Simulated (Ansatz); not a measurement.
CoGe:
```xyz
2
Lattice="0.0000 2.4077 2.4077 2.4077 0.0000 2.4077 2.4077 2.4077 0.0000" Properties=species:S:1:pos:R:3 pbc="T T T"
Ge     0.0000     0.0000     0.0000
Co     2.4077     2.4077     2.4077
```

Relaxed with PBE. Special points in fractions of this cell's reciprocal vectors: Γ (0.000, 0.000, 0.000); X (0.500, 0.000, 0.500); U (0.625, 0.250, 0.625); K (0.375, 0.375, 0.750); L (0.500, 0.500, 0.500); W (0.500, 0.250, 0.750).

Task: List the band energies nearest the Fermi level at these points for PBE in the plane-wave PAW code Ansatz.

Result: In eV from the Fermi level; about four levels below and three above (degenerate sets whole), none deeper than 8.9 eV; … stands for higher levels left out; points with the same levels are listed once.

| k | below | above |
|---|---|---|
| Γ | -1.51 -1.51 -1.51 -1.34 -1.34 | 4.17 4.17 4.17 |
| X | -0.59 -0.59 0.00 0.00 | 0.40 4.33 … |
| U | -2.09 -0.91 -0.70 -0.23 | 0.35 2.06 6.05 |
| L | -2.67 -2.67 -0.80 -0.80 -0.26 | 6.17 6.17 7.00 |
| W | -0.59 -0.24 -0.24 0.00 | 0.46 10.28 … |

Space group Fm-3m (rock salt). A made-up cell: these elements were put on the sites of a structure type; neither database checked (COD, Materials Project) lists it. Its standing as an ambient phase is unchecked. The PBE relaxation kept the symmetry of its start. At this level the phase is mechanically unstable. The workflow began spin-polarised and lost its moments. Scalar-relativistic: spin–orbit coupling is off unless named, which matters more the heavier the elements.

Potentials: the later of the program's two PAW sets.
